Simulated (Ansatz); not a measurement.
Ir (fcc (Cu type), Fm-3m) under volume change, DFT-r²SCAN in the program Ansatz with PAW potentials, scaled uniformly.

```tsv
V (Å³/atom)	E − E(relaxed) (meV/atom)	P (GPa)
12.930	164.4	45.24
13.356	68.5	27.38
13.783	[?]	[?]
14.209	0.0	0.00
14.635	14.2	-10.39
15.061	[?]	[?]
15.488	114.2	-26.19
```

Some entries are withheld; supply them.


- 15.061, E − E(relaxed) (meV/atom): 53.7
- 15.061, P (GPa): -19.03
- 13.783, E − E(relaxed) (meV/atom): 16.1
- 13.783, P (GPa): 12.46

What does a third-order Birch–Murnaghan fit give for V₀, B₀ and B′?

V₀ = 14.21 Å³/atom, B₀ = 378 GPa, B′ = 5.0.

The r²SCAN relaxation kept the symmetry of its start. No spin polarisation was allowed. Spin–orbit coupling is left out wherever it is not named.

Potentials: the earlier of the program's two PAW sets.
